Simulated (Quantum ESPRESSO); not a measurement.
Ti2HfZrO8, one run as intended and one with a planted mistake

Simulated, not a measurement. The program is pw.x of Quantum ESPRESSO 7.5 (plane-wave density functional theory). The cell is made up: 12 atoms on a rutile lattice, with randomly drawn elements, strain and displacements, not relaxed. PseudoDojo standard norm-conserving files (v0.5 for PBE, v0.4.1 for LDA and PBEsol) set the functional; there is no spin polarisation, spin-orbit coupling or dispersion term, and the masses in the input are unused placeholders.

The hafnium pseudopotential is less sure than the others, with forces about 3 percent (worst 6) and pressure in oxides about 1.5 GPa (worst 2.7) from a second method in checks, which no rerun with the same files tests.

Intended input:

```
&control calculation='scf', pseudo_dir='./dojo.nc.sr.pbe.v0_5.standard.upf', outdir='./o', disk_io='low', tprnfor=.true., tstress=.true. /
&system ibrav=0, nat=12, ntyp=4, nbnd=54, ecutwfc=84.00895049, nosym=.true., tot_charge=0,
 occupations='smearing', smearing='fd', degauss=0.0018374661
/
&electrons conv_thr=7.350e-09, electron_maxstep=60, /
ATOMIC_SPECIES
Hf 1.0 Hf.upf
O 1.0 O.upf
Ti 1.0 Ti.upf
Zr 1.0 Zr.upf
CELL_PARAMETERS angstrom
4.861 0.0 0.0
0.0 4.861 0.0
0.0 0.0 6.3369
ATOMIC_POSITIONS angstrom
Ti 0.0105 0.0645 -0.0231
Hf 2.4595 2.4579 1.6278
Ti 0.0208 0.063 3.1869
Zr 2.4463 2.4446 4.7346
O 1.429 1.469 0.0423
O 3.379 3.396 0.0035
O 3.9308 0.8888 1.6193
O 0.9759 3.9075 1.6045
O 1.4628 1.4383 3.1446
O 3.401 3.3978 3.1595
O 3.8974 0.9504 4.7239
O 0.9446 3.9299 4.7516
K_POINTS automatic
5 5 4 1 1 1
```

The log is shortened where brackets say so; the opening notice, blank lines, dates and the lines on written files are dropped, and the path of the files is cut. It prints rydbergs, bohrs and kilobars, and counts compression as positive stress. Where no state is partly filled, the Fermi energy that it prints is only some level between the filled and the empty states on the mesh, and need not lie in the true gap.

Log of the intended run:

```
     Program PWSCF v.7.5
     Parallel version (MPI & OpenMP), running on       4 processor cores
     Number of MPI processes:                 4
     Threads/MPI process:                     1
     [start-up lines left out]
     bravais-lattice index     =            0
     lattice parameter (alat)  =       9.1860  a.u.
     unit-cell volume          =    1010.4730 (a.u.)^3
     number of atoms/cell      =           12
     number of atomic types    =            4
     number of electrons       =        96.00
     number of Kohn-Sham states=           54
     kinetic-energy cutoff     =      84.0090  Ry
     charge density cutoff     =     336.0358  Ry
     scf convergence threshold =      7.3E-09
     mixing beta               =       0.7000
     number of iterations used =            8  plain     mixing
     Exchange-correlation= PBE
                           (   1   4   3   4   0   0   0)
     [axes and pseudopotential details left out]
   Cartesian axes
     site n.     atom                  positions (alat units)
         1        Ti     tau(   1) = (   0.0021600   0.0132689  -0.0047521  )
         2        Hf     tau(   2) = (   0.5059659   0.5056367   0.3348694  )
         3        Ti     tau(   3) = (   0.0042790   0.0129603   0.6556058  )
         4        Zr     tau(   4) = (   0.5032504   0.5029006   0.9739971  )
         5        O      tau(   5) = (   0.2939724   0.3022012   0.0087019  )
         6        O      tau(   6) = (   0.6951245   0.6986217   0.0007200  )
         7        O      tau(   7) = (   0.8086402   0.1828430   0.3331208  )
         8        O      tau(   8) = (   0.2007612   0.8038469   0.3300761  )
         9        O      tau(   9) = (   0.3009257   0.2958856   0.6469039  )
        10        O      tau(  10) = (   0.6996503   0.6989920   0.6499691  )
        11        O      tau(  11) = (   0.8017692   0.1955153   0.9717959  )
        12        O      tau(  12) = (   0.1943222   0.8084551   0.9774943  )
     number of k points=    50  Fermi-Dirac smearing, width (Ry)=  0.0018
                       cart. coord. in units 2pi/alat
        k(    1) = (   0.1000000   0.1000000   0.0958868), wk =   0.0400000
        k(    2) = (   0.1000000   0.1000000   0.2876604), wk =   0.0400000
     [further k points left out]
     Dense  grid:   105085 G-vectors     FFT dimensions: (  54,  54,  72)
     Estimated max dynamical RAM per process >     315.51 MB
     Estimated total dynamical RAM >       1.16 GB
     Initial potential from superposition of free atoms
     starting charge      95.9926, renormalised to      96.0000
     Starting wfcs are   72 randomized atomic wfcs
     total cpu time spent up to now is        6.2 secs
     per-process dynamical memory:   244.3 Mb
     Self-consistent Calculation
     iteration #  1     ecut=    84.01 Ry     beta= 0.70
     Davidson diagonalization with overlap
     ethr =  1.00E-02,  avg # of iterations =  2.0
     total cpu time spent up to now is       16.0 secs
     total energy              =    -714.62607814 Ry
     estimated scf accuracy    <       5.49239092 Ry
     iteration #  2     ecut=    84.01 Ry     beta= 0.70
     Davidson diagonalization with overlap
     ethr =  5.72E-03,  avg # of iterations =  7.7
     total cpu time spent up to now is       34.5 secs
     total energy              =    -707.15946615 Ry
     estimated scf accuracy    <      78.17059829 Ry
     [iterations 3 to 16 left out]
     iteration # 17     ecut=    84.01 Ry     beta= 0.70
     Davidson diagonalization with overlap
     ethr =  1.37E-11,  avg # of iterations =  6.0
     total cpu time spent up to now is      240.2 secs
     total energy              =    -717.59013608 Ry
     estimated scf accuracy    <       0.00000003 Ry
     iteration # 18     ecut=    84.01 Ry     beta= 0.70
     Davidson diagonalization with overlap
     ethr =  1.37E-11,  avg # of iterations =  2.4
     total cpu time spent up to now is      251.4 secs
     End of self-consistent calculation
     [lines on levels left out]
     the Fermi energy is     9.3472 ev
!    total energy              =    -717.59013608 Ry
     estimated scf accuracy    <          5.2E-09 Ry
     smearing contrib. (-TS)   =      -0.00000000 Ry
     internal energy E=F+TS    =    -717.59013608 Ry
     The total energy is F=E-TS. E is the sum of the following terms:
     one-electron contribution =    -229.38932269 Ry
     hartree contribution      =     159.86036264 Ry
     xc contribution           =    -149.96836706 Ry
     ewald contribution        =    -498.09280897 Ry
     convergence has been achieved in  18 iterations
     Forces acting on atoms (cartesian axes, Ry/au):
     atom    1 type  3   force =     0.01946484   -0.01030919    0.02348817
     atom    2 type  1   force =    -0.00666454    0.00919565   -0.04518406
     atom    3 type  3   force =     0.01244356   -0.01316772   -0.02957247
     atom    4 type  4   force =    -0.01003374    0.01861534    0.03671204
     atom    5 type  2   force =    -0.02654695   -0.03210602   -0.01331428
     atom    6 type  2   force =     0.02418960    0.01549115   -0.00141020
     atom    7 type  2   force =     0.03081244   -0.02079730   -0.00572276
     atom    8 type  2   force =    -0.04470403    0.04137290   -0.00018810
     atom    9 type  2   force =    -0.02571049   -0.01910965    0.01060624
     atom   10 type  2   force =     0.01848136    0.01398275    0.01237191
     atom   11 type  2   force =     0.05453869   -0.04919820    0.00865456
     atom   12 type  2   force =    -0.04627075    0.04603030    0.00355895
     Total force =     0.160128     Total SCF correction =     0.000200
     Computing stress (Cartesian axis) and pressure
          total   stress  (Ry/bohr**3)                   (kbar)     P=     -100.99
  -0.00067834  -0.00016369   0.00001444          -99.79      -24.08        2.12
  -0.00016369  -0.00065661   0.00000811          -24.08      -96.59        1.19
   0.00001444   0.00000811  -0.00072460            2.12        1.19     -106.59
     init_run     :      5.88s CPU      6.12s WALL (       1 calls)
     electrons    :    244.66s CPU    245.26s WALL (       1 calls)
     forces       :      2.35s CPU      2.37s WALL (       1 calls)
     stress       :      8.34s CPU      8.56s WALL (       1 calls)
     [timing details left out]
     PWSCF        :   4m21.41s CPU   4m22.58s WALL
     JOB DONE.
```

A second run has one planted mistake: the plane-wave cutoff is too low. The input lines that differ, file-writing options aside:

```
- &system ibrav=0, nat=12, ntyp=4, nbnd=54, ecutwfc=84.00895049, nosym=.true., tot_charge=0,
+ &system ibrav=0, nat=12, ntyp=4, nbnd=54, ecutwfc=50.49356867, nosym=.true., tot_charge=0,
```

Its log:

```
     Program PWSCF v.7.5
     Parallel version (MPI & OpenMP), running on       4 processor cores
     Number of MPI processes:                 4
     Threads/MPI process:                     1
     [start-up lines left out]
     bravais-lattice index     =            0
     lattice parameter (alat)  =       9.1860  a.u.
     unit-cell volume          =    1010.4730 (a.u.)^3
     number of atoms/cell      =           12
     number of atomic types    =            4
     number of electrons       =        96.00
     number of Kohn-Sham states=           54
     kinetic-energy cutoff     =      50.4936  Ry
     charge density cutoff     =     201.9743  Ry
     scf convergence threshold =      7.3E-09
     mixing beta               =       0.7000
     number of iterations used =            8  plain     mixing
     Exchange-correlation= PBE
                           (   1   4   3   4   0   0   0)
     [axes and pseudopotential details left out]
   Cartesian axes
     site n.     atom                  positions (alat units)
         1        Ti     tau(   1) = (   0.0021600   0.0132689  -0.0047521  )
         2        Hf     tau(   2) = (   0.5059659   0.5056367   0.3348694  )
         3        Ti     tau(   3) = (   0.0042790   0.0129603   0.6556058  )
         4        Zr     tau(   4) = (   0.5032504   0.5029006   0.9739971  )
         5        O      tau(   5) = (   0.2939724   0.3022012   0.0087019  )
         6        O      tau(   6) = (   0.6951245   0.6986217   0.0007200  )
         7        O      tau(   7) = (   0.8086402   0.1828430   0.3331208  )
         8        O      tau(   8) = (   0.2007612   0.8038469   0.3300761  )
         9        O      tau(   9) = (   0.3009257   0.2958856   0.6469039  )
        10        O      tau(  10) = (   0.6996503   0.6989920   0.6499691  )
        11        O      tau(  11) = (   0.8017692   0.1955153   0.9717959  )
        12        O      tau(  12) = (   0.1943222   0.8084551   0.9774943  )
     number of k points=    50  Fermi-Dirac smearing, width (Ry)=  0.0018
                       cart. coord. in units 2pi/alat
        k(    1) = (   0.1000000   0.1000000   0.0958868), wk =   0.0400000
        k(    2) = (   0.1000000   0.1000000   0.2876604), wk =   0.0400000
     [further k points left out]
     Dense  grid:    48991 G-vectors     FFT dimensions: (  45,  45,  60)
     Estimated max dynamical RAM per process >     153.40 MB
     Estimated total dynamical RAM >     577.70 MB
     Check: negative core charge=   -0.000143
     Initial potential from superposition of free atoms
     starting charge      95.9926, renormalised to      96.0000
     Starting wfcs are   72 randomized atomic wfcs
     total cpu time spent up to now is        3.6 secs
     per-process dynamical memory:   116.7 Mb
     Self-consistent Calculation
     iteration #  1     ecut=    50.49 Ry     beta= 0.70
     Davidson diagonalization with overlap
     ethr =  1.00E-02,  avg # of iterations =  2.0
     total cpu time spent up to now is        9.1 secs
     total energy              =    -714.44147553 Ry
     estimated scf accuracy    <       5.15857797 Ry
     iteration #  2     ecut=    50.49 Ry     beta= 0.70
     Davidson diagonalization with overlap
     ethr =  5.37E-03,  avg # of iterations =  7.4
     total cpu time spent up to now is       18.9 secs
     total energy              =    -707.47689998 Ry
     estimated scf accuracy    <      70.05385933 Ry
     [iterations 3 to 15 left out]
     iteration # 16     ecut=    50.49 Ry     beta= 0.70
     Davidson diagonalization with overlap
     ethr =  2.30E-10,  avg # of iterations =  5.0
     total cpu time spent up to now is      126.0 secs
     total energy              =    -717.19181698 Ry
     estimated scf accuracy    <       0.00000003 Ry
     iteration # 17     ecut=    50.49 Ry     beta= 0.70
     Davidson diagonalization with overlap
     ethr =  3.58E-11,  avg # of iterations =  2.7
     total cpu time spent up to now is      132.1 secs
     End of self-consistent calculation
     [lines on levels left out]
     the Fermi energy is     9.4726 ev
!    total energy              =    -717.19181698 Ry
     estimated scf accuracy    <          5.4E-09 Ry
     smearing contrib. (-TS)   =      -0.00000000 Ry
     internal energy E=F+TS    =    -717.19181698 Ry
     The total energy is F=E-TS. E is the sum of the following terms:
     one-electron contribution =    -228.47703638 Ry
     hartree contribution      =     159.18756270 Ry
     xc contribution           =    -149.80953432 Ry
     ewald contribution        =    -498.09280897 Ry
     convergence has been achieved in  17 iterations
     Forces acting on atoms (cartesian axes, Ry/au):
     atom    1 type  3   force =     0.01738808   -0.01420456    0.02421830
     atom    2 type  1   force =    -0.00720063    0.00980974   -0.04513738
     atom    3 type  3   force =     0.01260268   -0.01929209   -0.02981510
     atom    4 type  4   force =    -0.00963883    0.01917430    0.03648093
     atom    5 type  2   force =    -0.02636178   -0.03164042   -0.01249294
     atom    6 type  2   force =     0.02575044    0.01750553   -0.00114596
     atom    7 type  2   force =     0.03484151   -0.02371332   -0.00757610
     atom    8 type  2   force =    -0.04952329    0.04644739    0.00073465
     atom    9 type  2   force =    -0.02505542   -0.01815679    0.01018337
     atom   10 type  2   force =     0.02018346    0.01571408    0.01249770
     atom   11 type  2   force =     0.05891439   -0.05289780    0.00906549
     atom   12 type  2   force =    -0.05190062    0.05125394    0.00298704
     Total force =     0.171193     Total SCF correction =     0.000242
     Computing stress (Cartesian axis) and pressure
          total   stress  (Ry/bohr**3)                   (kbar)     P=     -398.49
  -0.00270346  -0.00016704   0.00001360         -397.69      -24.57        2.00
  -0.00016704  -0.00268343   0.00000845          -24.57     -394.75        1.24
   0.00001360   0.00000845  -0.00273983            2.00        1.24     -403.04
     init_run     :      3.33s CPU      3.44s WALL (       1 calls)
     electrons    :    128.09s CPU    128.49s WALL (       1 calls)
     forces       :      1.15s CPU      1.17s WALL (       1 calls)
     stress       :      4.28s CPU      4.28s WALL (       1 calls)
     [timing details left out]
     PWSCF        :   2m17.10s CPU   2m17.67s WALL
     JOB DONE.
```

|  | intended run | run with the mistake |
| --- | --- | --- |
| free energy (eV) | -9763.311 | -9757.892 |
| smearing term -TS (eV) | 0.0000 | 0.0000 |
| pressure (GPa) | -10.10 | -39.85 |
| largest force component (eV/Å) | 1.402 | 1.515 |
| largest change of a force component (eV/Å) |  | 0.157 |
| iterations | 18 | 17 |

For scale, a rerun of the intended cell at a cutoff of 1467 eV and k mesh 7 x 7 x 6 moved values by no more than 0.004 eV in energy, 0.04 GPa in stress and 0.003 eV/Å in force.